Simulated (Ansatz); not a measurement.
Polymorphs of BeS, each relaxed with HSE06 in the plane-wave PAW code Ansatz:

A: rock salt (Fm-3m)
a = 4.6081 Å, b = 4.6081 Å, c = 4.6081 Å, α = 90.00°, β = 90.00°, γ = 90.00°

| atom | site | symmetry | x | y | z |
|---|---|---|---|---|---|
| S | 4a | m-3m | 0.0000 | 0.0000 | 0.0000 |
| Be | 4b | m-3m | 0.5000 | 0.5000 | 0.5000 |

B: zinc blende (F-43m)
a = b = c = 4.8528 Å, α = β = γ = 90.00°

```csv
atom,site,symmetry,x,y,z
S,4c,-43m,0.2500,0.2500,0.2500
Be,4a,-43m,0.0000,0.0000,0.0000
```

C: NiAs type (P6_3/mmc)
a = 3.2831 Å, b = 3.2831 Å, c = 5.2254 Å, α = 90.00°, β = 90.00°, γ = 120.00°

```
atom  site  symmetry       x       y       z
----  ----  --------  ------  ------  ------
Be      2a      -3m.  0.0000  0.0000  0.0000
S       2c      -6m2  0.3333  0.6667  0.2500
```

Q: Put the candidates in order of energy per atom at 0 K, lowest first, for HSE06.

A: B (+0 meV/atom), C (+555 meV/atom), A (+606 meV/atom)

Q: Give each one's gap.

A: A 1.74 eV; B 4.06 eV; C 2.25 eV.

Constructed cells (a structure type filled with these elements, in neither database checked): A; C. All cells were relaxed under the symmetry of their starts (and spin orders); stability against distortions was not tested throughout.

Potentials: the later of the program's two PAW sets.
